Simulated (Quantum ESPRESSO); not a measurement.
W3Ti3PdOs, input and log of a self-consistent run

Computed values, not a measurement. The program is pw.x of Quantum ESPRESSO 7.5 (plane-wave density functional theory). The cell is made up: eight metal atoms on a face-centred cubic lattice, with elements, volume, strain and displacements drawn at random and not relaxed, so it may be unstable or far from any real phase. PseudoDojo standard norm-conserving files set the functional (PBE unless stated); there is no spin polarisation or spin-orbit coupling, the Fermi-Dirac width of 0.25 eV means electrons at about 2900 K, and the masses in the input are unused placeholders. Heavy elements are run without spin-orbit coupling, which real alloys of them have. A spin test at this wide smearing found no moment, but such smearing suppresses magnetism that the real alloy may have.

Input:

```
&control calculation='scf', pseudo_dir='./dojo.nc.sr.pbe.v0_5.standard.upf', outdir='./o', disk_io='minimal', tprnfor=.true., tstress=.true. /
&system ibrav=0, nat=8, ntyp=4, nbnd=74, ecutwfc=87.97787729, nosym=.true., tot_charge=0,
 occupations='smearing', smearing='fd', degauss=0.0183746611
/
&electrons conv_thr=1.470e-08, electron_maxstep=70, mixing_beta=0.5 /
ATOMIC_SPECIES
Os 1.0 Os.upf
Pd 1.0 Pd.upf
Ti 1.0 Ti.upf
W 1.0 W.upf
CELL_PARAMETERS angstrom
-4.0853 -0.0259 0.0186
-2.0592 -3.9926 -1.9948
-2.0964 -4.0672 6.1708
ATOMIC_POSITIONS angstrom
W -0.0455 0.0926 0.0269
Ti -2.1149 -4.1354 2.0853
W -2.0905 -2.0218 0.1013
W -4.0535 -6.0556 2.073
Ti -4.173 -4.0719 4.0747
Ti -4.1087 -4.1658 0.0633
Pd -4.0753 -1.9843 2.0614
Os -6.2022 -6.08 4.1009
K_POINTS automatic
6 5 3 1 1 1
```

The log is shortened where brackets say so; the opening notice, blank lines, dates and the lines on written files are dropped, and the path of the files is cut. It prints rydbergs, bohrs and kilobars, and counts compression as positive stress. Its total energy is the free energy E - TS of the whole cell.

```
     Program PWSCF v.7.5
     Parallel version (MPI & OpenMP), running on       4 processor cores
     Number of MPI processes:                 4
     Threads/MPI process:                     1
     [start-up lines left out]
     bravais-lattice index     =            0
     lattice parameter (alat)  =       7.7203  a.u.
     unit-cell volume          =     899.9543 (a.u.)^3
     number of atoms/cell      =            8
     number of atomic types    =            4
     number of electrons       =       112.00
     number of Kohn-Sham states=           74
     kinetic-energy cutoff     =      87.9779  Ry
     charge density cutoff     =     351.9115  Ry
     scf convergence threshold =      1.5E-08
     mixing beta               =       0.5000
     number of iterations used =            8  plain     mixing
     Exchange-correlation= PBE
                           (   1   4   3   4   0   0   0)
     [axes and pseudopotential details left out]
   Cartesian axes
     site n.     atom                  positions (alat units)
         1        W      tau(   1) = (  -0.0111372   0.0226659   0.0065844  )
         2        Ti     tau(   2) = (  -0.5176696  -1.0122326   0.5104243  )
         3        W      tau(   3) = (  -0.5116971  -0.4948813   0.0247955  )
         4        W      tau(   4) = (  -0.9921858  -1.4822450   0.5074136  )
         5        Ti     tau(   5) = (  -1.0214361  -0.9966896   0.9973750  )
         6        Ti     tau(   6) = (  -1.0056972  -1.0196737   0.0154941  )
         7        Pd     tau(   7) = (  -0.9975218  -0.4857023   0.5045743  )
         8        Os     tau(   8) = (  -1.5181287  -1.4882175   1.0037880  )
     number of k points=    45  Fermi-Dirac smearing, width (Ry)=  0.0184
                       cart. coord. in units 2pi/alat
        k(    1) = (  -0.0827083  -0.0757984   0.0322855), wk =   0.0444444
        k(    2) = (  -0.0852802   0.0914192  -0.2997462), wk =   0.0444444
     [further k points left out]
     Dense  grid:   100333 G-vectors     FFT dimensions: (  48,  60,  90)
     Estimated max dynamical RAM per process >     363.38 MB
     Estimated total dynamical RAM >       1.35 GB
     Initial potential from superposition of free atoms
     starting charge     111.9933, renormalised to     112.0000
     Starting wfcs are   79 randomized atomic wfcs
     total cpu time spent up to now is        6.2 secs
     per-process dynamical memory:   284.2 Mb
     Self-consistent Calculation
     iteration #  1     ecut=    87.98 Ry     beta= 0.50
     Davidson diagonalization with overlap
     ethr =  1.00E-02,  avg # of iterations =  2.8
     total cpu time spent up to now is       20.6 secs
     total energy              =   -1275.82604589 Ry
     estimated scf accuracy    <      13.43694734 Ry
     iteration #  2     ecut=    87.98 Ry     beta= 0.50
     Davidson diagonalization with overlap
     ethr =  1.00E-02,  avg # of iterations =  3.0
     total cpu time spent up to now is       36.7 secs
     total energy              =   -1275.37018821 Ry
     estimated scf accuracy    <     102.69871098 Ry
     iteration #  3     ecut=    87.98 Ry     beta= 0.50
     Davidson diagonalization with overlap
     ethr =  1.00E-02,  avg # of iterations =  6.0
     total cpu time spent up to now is       54.2 secs
     total energy              =   -1283.42778879 Ry
     estimated scf accuracy    <      31.12142983 Ry
     iteration #  4     ecut=    87.98 Ry     beta= 0.50
     Davidson diagonalization with overlap
     ethr =  1.00E-02,  avg # of iterations =  2.0
     total cpu time spent up to now is       66.9 secs
     total energy              =   -1284.93726103 Ry
     estimated scf accuracy    <       7.04418492 Ry
     iteration #  5     ecut=    87.98 Ry     beta= 0.50
     Davidson diagonalization with overlap
     ethr =  6.29E-03,  avg # of iterations =  1.0
     total cpu time spent up to now is       78.0 secs
     total energy              =   -1285.03275120 Ry
     estimated scf accuracy    <       3.96301465 Ry
     [iterations 6 to 23 left out]
     iteration # 24     ecut=    87.98 Ry     beta= 0.50
     Davidson diagonalization with overlap
     ethr =  8.35E-11,  avg # of iterations =  5.1
     total cpu time spent up to now is      377.9 secs
     total energy              =   -1284.61730209 Ry
     estimated scf accuracy    <       0.00000035 Ry
     iteration # 25     ecut=    87.98 Ry     beta= 0.50
     Davidson diagonalization with overlap
     ethr =  8.35E-11,  avg # of iterations =  2.0
     total cpu time spent up to now is      392.9 secs
     total energy              =   -1284.61730212 Ry
     estimated scf accuracy    <       0.00000004 Ry
     iteration # 26     ecut=    87.98 Ry     beta= 0.50
     Davidson diagonalization with overlap
     ethr =  3.21E-11,  avg # of iterations =  2.3
     total cpu time spent up to now is      407.5 secs
     total energy              =   -1284.61730212 Ry
     estimated scf accuracy    <       0.00000008 Ry
     iteration # 27     ecut=    87.98 Ry     beta= 0.50
     Davidson diagonalization with overlap
     ethr =  3.21E-11,  avg # of iterations =  1.3
     total cpu time spent up to now is      421.1 secs
     total energy              =   -1284.61730212 Ry
     estimated scf accuracy    <       0.00000003 Ry
     iteration # 28     ecut=    87.98 Ry     beta= 0.50
     Davidson diagonalization with overlap
     ethr =  2.35E-11,  avg # of iterations =  1.0
     total cpu time spent up to now is      434.4 secs
     End of self-consistent calculation
     [lines on levels left out]
!    total energy              =   -1284.61730212 Ry
     estimated scf accuracy    <          5.8E-09 Ry
     smearing contrib. (-TS)   =      -0.15116780 Ry
     internal energy E=F+TS    =   -1284.46613432 Ry
     The total energy is F=E-TS. E is the sum of the following terms:
     one-electron contribution =    -317.30770108 Ry
     hartree contribution      =     213.21441310 Ry
     xc contribution           =    -235.00816049 Ry
     ewald contribution        =    -945.36468586 Ry
     convergence has been achieved in  28 iterations
     Forces acting on atoms (cartesian axes, Ry/au):
     atom    1 type  4   force =     0.00119347    0.00916006   -0.01305404
     atom    2 type  3   force =     0.01751930    0.01580832    0.00301398
     atom    3 type  4   force =     0.00923869    0.00900222   -0.04689406
     atom    4 type  4   force =    -0.02628395   -0.03012137    0.02641980
     atom    5 type  3   force =     0.00887302   -0.00953441    0.01649396
     atom    6 type  3   force =    -0.00841031    0.04296383   -0.00848954
     atom    7 type  2   force =    -0.00457256   -0.03550080   -0.00644831
     atom    8 type  1   force =     0.00244233   -0.00177785    0.02895822
     Total force =     0.100420     Total SCF correction =     0.000333
     Computing stress (Cartesian axis) and pressure
          total   stress  (Ry/bohr**3)                   (kbar)     P=      -70.19
  -0.00036637  -0.00001123   0.00000392          -53.90       -1.65        0.58
  -0.00001123  -0.00072990   0.00000313           -1.65     -107.37        0.46
   0.00000392   0.00000313  -0.00033507            0.58        0.46      -49.29
     init_run     :      5.72s CPU      5.94s WALL (       1 calls)
     electrons    :    420.43s CPU    428.22s WALL (       1 calls)
     forces       :      2.26s CPU      2.27s WALL (       1 calls)
     stress       :      7.65s CPU      7.81s WALL (       1 calls)
     [timing details left out]
     PWSCF        :   7m16.29s CPU   7m24.56s WALL
     JOB DONE.
```

In other units: free energy -17478.109 eV for the cell, pressure -7.02 GPa, largest force component 1.206 eV/Å in size. The run took 446 s of wall time with four MPI processes on a shared machine (Intel Xeon, 2023 or later, virtual cores), so the time is rough. A rerun of this cell at a higher cutoff and on a denser mesh moved values by no more than 0.003 eV in energy, 0.02 GPa in stress and 0.008 eV/Å in force, and a second program with other atomic files agreed on that cell to 2 % rms in force and 0.5 GPa in pressure.